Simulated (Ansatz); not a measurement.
Nb3Sn in space group Fm-3m (No. 225; Sn on 4a, Nb on 4b, Nb on 8c) under volume change, PBE (plane waves, PAW; program Ansatz), scaled uniformly.

```tsv
V (Å³/atom)	E − E(relaxed) (meV/atom)	P (GPa)
17.174	?	?
17.740	?	?
18.306	9.0	5.24
18.872	0.0	0.00
19.438	8.1	-4.47
20.004	30.8	-8.29
20.571	66.1	-11.55
```

Complete the blanks.


- 17.740, E − E(relaxed) (meV/atom): 38.1
- 17.740, P (GPa): 11.37
- 17.174, E − E(relaxed) (meV/atom): 90.6
- 17.174, P (GPa): 18.55

What does a third-order Birch–Murnaghan fit give for V₀, B₀ and B′?

V₀ = 18.87 Å³/atom, B₀ = 161 GPa, B′ = 4.2.

The cell is a constructed one: a structure type filled with these elements; neither database checked (COD, Materials Project) lists it. It is not the phase usual at ambient conditions (space group No. 223). Symmetry was held in the PBE relaxation; its stability against distortions is not shown here. No spin polarisation was allowed. Scalar-relativistic: spin–orbit coupling is off unless named, which matters more the heavier the elements.

Potentials: the earlier of the program's two PAW sets.
